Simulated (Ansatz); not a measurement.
A geometry of Nb away from equilibrium: step 2 of the relaxation of a randomly generated symmetric cell of Nb (space group No. 4). Method: PBE (plane waves to 420 eV, PAW, scalar-relativistic; Ansatz, a quantum-chemistry and plane-wave program). Γ-centred k-mesh 9×10×5 on the run's cell (coarser than for final values), Fermi–Dirac smearing 0.05 eV. The plane waves were selected for a different cell earlier on the path.

```
Nb
1.0
    3.88012     0.00000    -0.09358
    0.00000     3.18386     0.00000
   -2.02316     0.00000     6.54542
Nb
4
Cartesian
  1.80503   2.83565   2.27340
  0.05194   1.24372   4.17844
  3.22089   1.16952   0.66353
 -1.36392   2.76145   5.78831
```

Problem. Give the Cartesian forces on all atoms (eV/Å).

Solution. 
```tsv
atom	Fx	Fy	Fz
Nb1	-0.94	-0.19	1.27
Nb2	0.94	-0.19	-1.27
Nb3	-0.82	0.19	1.03
Nb4	0.82	0.19	-1.03
```

The path ends in Im-3m (No. 229) (bcc (W type)). No spin polarisation in the result.

The run could not lose the symmetry of its start; a randomly shaken copy of 2 atoms returns to this structure.
